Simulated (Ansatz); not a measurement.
## Calculated with Ansatz: SnAs$_{2}$, relaxation

The command:

```bash
ansatz run input.yaml --threads 2 --pin off --max-ram 2560MiB --backend cpu --events-out ev --progress --plain --runs-dir out
```

The input file (Ansatz 0.2.0, plane waves):

```yaml
crystal:
  lattice:
    - [0.0, 5.401175, 0.0]
    - [5.401175, 0.0, 0.0]
    - [2.700587, 2.700587, -4.872953]
  atoms:
    - { symbol: Sn, position: [0.5, 0.5, 0.0] }
    - { symbol: As, position: [0.3882, 0.8944, 0.7436] }
    - { symbol: As, position: [0.1056, 0.1318, 0.2564] }
    - { symbol: As, position: [0.8682, 0.362, 0.7436] }
    - { symbol: As, position: [0.638, 0.6118, 0.2564] }
    - { symbol: Sn, position: [0.25, 0.75, 0.5] }
  symmetry: { tolerance: 0.0003 }
kpoints:
  mp_grid: { grid: [5, 5, 5], shift: [0, 0, 0] }
magnetization:
  spin_polarized: false
scf:
  occupations: { method: fermi_dirac }
  lower_state_search: "off"
hamiltonian:
  pseudopotentials: { kind: paw }
  xc: r2scan
  hubbard:
    projectors: all-electron-ortho-atomic
    sites: [{ species: As, l: p, u_eff: 7.2 }]
basis:
  ecutwfc: 500
  fft_grid_basis: typed
relax:
  max_steps: 80
output:
  forces: true
  stress: true
  eigenvalues: true
  bader: true
  populations: true
  elf: true
  write_potential: true
  volumetric_format: npy
  dos:
    e_range: [-12, 8]
    de: 0.05
    projected: { site_lists: { As: [As], Sn: [Sn] } }
checkpoint:
  read: saved_state
```

Origin of the cell: a known structure type with other elements, at an estimated volume, so it need not be a known compound.

The smearing width isn't typed, so it takes its default of 0.1 eV.

The saved state is a converged single point of the same cell.

Excerpt of the output:

```
Warning: output.stress: scf.convergence.dr2_threshold = 1e-7 eV (the SCF's general default) is looser than the 6e-10 eV advised for a printed stress (1e-10 eV for each atom of the cell: 6). W […]
Sn: projections on atomic orbitals take those of the free atom [Kr] 4d10 5s2 5p2, of charge +0.00 (hamiltonian.pseudopotentials.projection_atoms); the dataset's partial waves leave at most 5. […]
As: projections on atomic orbitals take those of the free atom [Ar] 3d10 4s2 4p3, of charge +0.00 (hamiltonian.pseudopotentials.projection_atoms); the dataset's partial waves leave at most 1. […]
Pseudopotentials: kind: paw
Pseudopotential: Sn, paw, valence charge 14, recommended cutoff 500 eV (meta_gga), Sn.paw.azcp
Pseudopotential: As, paw, valence charge 15, recommended cutoff 500 eV (meta_gga), As.paw.azcp
Functional definition: r2SCAN
  exchange = r2scan_x(k0 = k0, k1 = k1, a1 = a1)
  correlation = r2scan_c
Crystal: 6 atoms, lattice volume = 142.157 Å³
Basis set: ecut = 500 eV, 3601 PW (Γ), exchange–correlation on 160×160×192 points (64 copies of the dense FFT grid, shifted against one another)
[… 11 lines left out …]
Initial density: read from a saved state, or passed on in memory by an earlier SCF of this step, an earlier step, the calling program or the single point that the run made first
Functional: x = r2scan, c = r2scan; τ floored in thin density (d = 2e-4 eV/Å³)
SCF iter   1: F=-31508.576265 eV  HF=-31508.570371 eV  Δρ=1.35e-3  dr2=7.96e-4  dr2_τ=5.30e-4
SCF iter   2: F=-31508.576840 eV  HF=-31508.575767 eV  Δρ=8.16e-4  dr2=5.59e-4  dr2_τ=3.24e-5
SCF iter   3: F=-31508.577420 eV  HF=-31508.577321 eV  Δρ=3.99e-4  dr2=3.50e-4  dr2_τ=1.36e-6
SCF iter   4: F=-31508.577827 eV  HF=-31508.577776 eV  Δρ=3.40e-4  dr2=2.74e-4  dr2_τ=2.37e-7
SCF iter   5: F=-31508.578224 eV  HF=-31508.578193 eV  Δρ=3.03e-4  dr2=2.25e-4  dr2_τ=1.87e-7
SCF iter   6: F=-31508.578749 eV  HF=-31508.578733 eV  Δρ=2.56e-4  dr2=1.71e-4  dr2_τ=2.85e-7
SCF iter   7: F=-31508.579250 eV  HF=-31508.579249 eV  Δρ=2.00e-4  dr2=1.06e-4  dr2_τ=2.78e-7
SCF iter   8: F=-31508.579538 eV  HF=-31508.579516 eV  Δρ=1.02e-4  dr2=1.55e-5  dr2_τ=2.09e-7
SCF iter   9: F=-31508.579637 eV  HF=-31508.579637 eV  Δρ=4.05e-5  dr2=4.17e-6  dr2_τ=2.25e-8
SCF iter  10: F=-31508.579638 eV  HF=-31508.579637 eV  Δρ=1.61e-5  dr2=5.70e-7  dr2_τ=3.46e-9
SCF iter  11: F=-31508.579640 eV  HF=-31508.579640 eV  Δρ=5.47e-6  dr2=6.04e-8  dr2_τ=7.89e-10
relax step   1: F+E_penalty+E_count = -31508.579640 eV  Δ(F+E_penalty+E_count) = +0.000e0 eV  max|allowed force component| = 4.911e0 eV/Å  Δτ_max = 0.0000 Å  (11 SCF iters, accepted)
relax step   2: F+E_penalty+E_count = -31511.420118 eV  Δ(F+E_penalty+E_count) = -2.840e0 eV  max|allowed force component| = 2.393e0 eV/Å  Δτ_max = 0.1962 Å  (8 SCF iters, dr2 threshold 1.00e-4 eV, accepted)
relax step   3: F+E_penalty+E_count = -31512.572764 eV  Δ(F+E_penalty+E_count) = -1.153e0 eV  max|allowed force component| = 6.865e-1 eV/Å  Δτ_max = 0.1949 Å  (8 SCF iters, dr2 threshold 1.00e-4 eV, accepted)
relax step   4: F+E_penalty+E_count = -31512.687739 eV  Δ(F+E_penalty+E_count) = -1.150e-1 eV  max|allowed force component| = 2.844e-1 eV/Å  Δτ_max = 0.1698 Å  (8 SCF iters, dr2 threshold 3.88e-5 eV, accepted)
relax step   5: F+E_penalty+E_count = -31512.729147 eV  Δ(F+E_penalty+E_count) = -4.141e-2 eV  max|allowed force component| = 1.767e-1 eV/Å  Δτ_max = 0.1496 Å  (9 SCF iters, dr2 threshold 6.65e-6 eV, accepted)
relax step   6: F+E_penalty+E_count = -31512.754092 eV  Δ(F+E_penalty+E_count) = -2.495e-2 eV  max|allowed force component| = 2.407e-2 eV/Å  Δτ_max = 0.0589 Å  (7 SCF iters, dr2 threshold 5.36e-6 eV, accepted)
relax step   7: F+E_penalty+E_count = -31512.754708 eV  Δ(F+E_penalty+E_count) = -6.152e-4 eV  max|allowed force component| = 3.493e-3 eV/Å  Δτ_max = 0.0095 Å  (7 SCF iters, accepted)
SCF 8 converged in 2 iterations: F = -31512.754708 eV  dr2 = 5.16e-8
SCF converged after 2 iterations
Free energy (F): -31512.754708 eV
Harris-Foulkes:  -31512.754708 eV  (|F-HF|=3.02e-9)
Internal energy: -31512.687814 eV  (E = F + TS)
E sigma→0 (E₀):  -31512.721261 eV
Entropy (-TS):   -0.066894 eV (-11.149 meV/atom)
Fermi energy:    9.919853 eV
--- Per-component energies (eV) ---
  E_band       = -1180.194127
  E_kinetic    = 785.303984
  E_local      = -8580.027594  (includes V_loc(G=0)·N_el)
  E_nonlocal   = -2746.935627
  E_hartree    = 4865.394859
  E_xc         = -1045.421096
  E_vxc        = -545.498996  (∫ρ·V_xc dr)
  E_hubbard    = 19.861193  (on-site DFT+U / exact-exchange correction)
  E_vhub       = -9.171323  (the Hubbard potential's part of the band-sum identity)
  E_paw        = -15708.392089  (= ΣΔE_a)
  E_vpaw       = 154.569348  (= ΣTr[D̂ρ^β])
  E_aug_tail   = -0.000023  (compensation charges beyond the density's cutoff)
  E_vtau       = 30.776565  (kinetic-family band-sum trace: ∫τ·v_τ [+ j·A + Jᵃ·Aᵃ] dr)
  E_ewald      = -9098.112430
  E_core_change = -4.358991  (= ΣΔE_core)
  E_smearing   = -0.066894  (= −TS)
  Σ components = -31512.754708   (vs F -31512.754708, Δ=0.00e0)
--- Forces (eV/Å), atoms counted from 1 ---
  atom   1  Sn    -0.000000     0.000000     0.000000
  atom   2  As     0.003515    -0.000920     0.000069
  atom   3  As    -0.000920    -0.003515    -0.000069
  atom   4  As    -0.003515     0.000920     0.000069
  atom   5  As     0.000920     0.003515    -0.000069
  atom   6  Sn    -0.000000     0.000000     0.000000
  max |Σ_I F_I| component: 2.16e-16 eV/Å
--- Stress (GPa, compression-positive) ---
        2.758656       0.000000       0.000000
       -0.000000       2.758656       0.000000
        0.000000       0.000000       3.065878
  P = ⅓ Tr σ = 2.8611 GPa (28.611 kbar)
Occupation matrices written to <dir>
--- Relaxed structure (7 steps of the walk, 7 accepted, 0 SCFs on fresh bases) ---
  F+E_penalty+E_count = -31512.754708 eV   max|allowed force component| = 3.493e-3 eV/Å
  atoms:
    - { symbol: Sn, position: [0.500000, 0.500000, -1.097e-18] }
    - { symbol: As, position: [0.414196, 0.996044, 0.730954] }
    - { symbol: As, position: [0.003956, 0.145151, 0.269046] }
    - { symbol: As, position: [0.854849, 0.273001, 0.730954] }
    - { symbol: As, position: [0.726999, 0.585804, 0.269046] }
    - { symbol: Sn, position: [0.250000, 0.75, 0.500000] }
--- Löwdin populations: 6 sites ---
  site symbol       q [e]
     0     Sn     13.4590
     1     As     15.1961
     2     As     15.1961
     3     As     15.1961
     4     As     15.1961
     5     Sn     13.5046
  spilling = 0.002863 (of n_electrons = 88.000000)
--- Bader charges: 6 sites ---
  site symbol  charge [e]  shift [e]
     0     Sn      0.8004     0.0017
     1     As     -0.3951     0.0006
     2     As     -0.3951     0.0006
     3     As     -0.3951     0.0006
     4     As     -0.3951     0.0006
     5     Sn      0.7802     0.0008
  estimated error of the sums over rays = 5.3e-4 e
```

The starting structure.

Space group I-4 (No. 82); the run's cell has a = 5.401 Å, b = 5.401 Å, c = 6.191 Å, α = 64.14°, β = 64.14°, γ = 90.00°. Shortest distances: As–Sn 2.30 Å, As–As 3.49 Å.

After:

Space group I-4 (No. 82); the run's cell has a = 5.401 Å, b = 5.401 Å, c = 6.191 Å, α = 64.14°, β = 64.14°, γ = 90.00°. Shortest distances: As–Sn 2.64 Å, As–As 2.81 Å.

```
Free energy lowered by  : 695.8 meV/atom
Final pressure          : 2.86 GPa
Relaxation steps listed : 7
Gap on the mesh         : none (metal)
```

Caveats: the SCF threshold is looser than advised for a stress; the relaxation held the start's symmetry, so the end may be a saddle point.

The run took 3 min on 2 threads of Arm Neoverse V2, on a shared host, peak memory 0.92 GiB, from a saved density.
